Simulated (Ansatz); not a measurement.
TaN

```
Ta N
1.0
     2.93800    0.00000    0.00000
    -1.46900    2.54438    0.00000
     0.00000    0.00000    2.88300
Ta N
1 1
Direct
  0.33333 0.66667 0.50000
  0.00000 0.00000 0.00000
```

Atoms are numbered in the order listed.

The cell comes from COD entry 1538016, which wasn't checked; take it as a given geometry.

Spin–orbit coupling is left out, though it moves levels of the heavy atoms by tenths of an eV or more.

Methods: DFT, PBEsol, all-electron LAPW, scalar-relativistic (Ansatz 0.2.0); DFT, PBEsol, PAW with Ansatz's default frozen-core files, scalar-relativistic (Ansatz 0.2.0).

For LAPW: a Γ-centred 12×12×10 k mesh, Fermi–Dirac smearing of 0.02 eV, basis error target 0.5 meV/atom, no spin polarisation. PAW takes a cutoff of 420 eV at this cell (files made with PBE, cores remade for this functional). The Ansatz runs share mesh, smearing and spin set-up. Values come from LAPW unless marked.

| Item | Value |
| --- | --- |
| Löwdin charges (with 0.08 e of the cell spilling out of the atomic basis, so their sizes and signs hang on that basis) | Ta1 0.74, N2 -0.66 e |
| Stress xx, yy, zz (compression positive) | -4.68, -4.68, -4.98 GPa |
| Pressure at this cell | -4.78 GPa |
| Volume per atom | 10.78 Å³ |

Q: Predict this quantity. Density of states at the Fermi level (0.2 eV bin).

A: 0.06 states/eV per cell.

Q: Predict this quantity. Band gap.

A: None at this level of theory (metallic, semimetallic, or a small gap that the functional closes).

Q: Give the computed value. Bader charges (from the PAW run).

A: Ta1 +1.58, N2 -1.58 e.
